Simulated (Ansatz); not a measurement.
**How Tl₂Pd stores the work of compression**

These are results of DFT r2SCAN, scalar-relativistic, plane waves, PAW in Ansatz, not measurements. (500 eV cutoff, 8×8×8 k-mesh, Gaussian smearing of 0.10 eV, no spin polarisation)

The relaxed crystal:

```
Tl Pd
1.0
    -3.40083    3.40083    2.91725
     3.40083   -3.40083    2.91725
     3.40083    3.40083   -2.91725
Tl Pd
4 2
Direct
  0.66625 0.16625 0.83251
  0.16625 0.33375 0.50000
  0.33375 0.83375 0.16749
  0.83375 0.66625 0.50000
  0.25000 0.25000 0.00000
  0.75000 0.75000 0.00000
```

Cell and atoms were relaxed at each target pressure within the start's symmetry (I4/mcm), at zero temperature; other phases can be more stable under pressure. H = E + PV with P the target; E is the free energy at the smearing used, whose derivative the pressure is, per atom and counted from zero pressure. The mesh named is that at zero pressure; some other pressures ran on another.

Spin–orbit coupling is left out, which can shift energies with elements as heavy as these.

| P (GPa) | V (Å³/atom) | E − E0 (meV) | H − H0 (meV) |
| --- | --- | --- | --- |
| 0 | 22.493 | 0.0 | 0.0 |
| 1 | 22.176 | 1.0 | 139.4 |
| 4 | 21.368 | 13.2 | 546.7 |
| 12 | 19.863 | 85.5 | 1573.2 |
| 25 | 18.323 | 264.1 | 3123.3 |
| 50 | 16.548 | 666.9 | 5831.1 |
| 90 | 14.896 | 1370.0 | 9737.9 |

Task: Thermodynamics gives dH/dP = V along a relaxed path. Integrate V over P by the trapezoid rule and compare with the computed enthalpies.

Result: With 1 eV/Å³ = 160.22 GPa, each step adds the mean volume times ΔP / 160.22:
```csv
P (GPa),∫V dP (meV),H − H0 (meV),difference (meV)
1,139.4,139.4,0.0
4,547.1,546.7,0.3
12,1576.5,1573.2,3.2
25,3125.7,3123.3,2.4
50,5846.3,5831.1,15.1
90,9771.5,9737.9,33.6
```

V(P) curves upward, so the trapezoid rule runs high; integrating a smooth curve through the same points (P as a polynomial of degree 4 in ln V) puts that excess at about 38.9 meV at 90 GPa, against the 33.6 meV found. What is left comes from the shape of V(P) between points this far apart, and from the mesh, the smearing and the stress tolerance.

Task: At 90 GPa, how much of the enthalpy change is stored energy and how much is the PV term?

Result: E rises by 1370 meV/atom and PV is 90 × 14.896 / 160.22 = 8368 meV/atom, so PV makes 86 % of ΔH. So between rival structures at high pressure a small difference in volume can outweigh the difference in energy: 1 % of this volume is worth 83.7 meV/atom at this pressure.

Task: What bulk modulus do the lowest pressures give?

Result: From the pressures that the runs reached, -1.00 GPa (22.859 Å³) and 1.00 GPa (22.176 Å³), B = −ΔP/Δln V = 2.00 / 0.0303 = 66 GPa, a mean over that range.